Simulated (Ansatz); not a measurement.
**Question.** V2O3 (corundum, R-3c) is relaxed with PBEsol in the plane-wave PAW code Ansatz. What lattice parameters of the conventional cell result?

**Answer.** a = 4.774 Å, c = 14.233 Å.

**Question.** Give the free coordinates with the occupied sites.

**Answer.** In one choice of origin and axes:

```
atom  site  symmetry       x       y       z
----  ----  --------  ------  ------  ------
V      12c        3.  0.0000  0.0000  0.1603
O      18e        .2  0.3257  0.3257  0.7500
```

**Question.** Is it a metal or does it have a gap at this level?

**Answer.** No gap at this level.

The PBEsol relaxation kept the symmetry of its start. Spin order of the final state: ferromagnetic, chosen from 5 collinear starts compared on coarse meshes (ties went to the first, and starts can fall back to one state), not a proven ground state. No Hubbard U is applied. The compound may be a true metal, but semilocal functionals without U, or a wrong spin order, can also close a gap.

Potentials: the later of the program's two PAW sets.
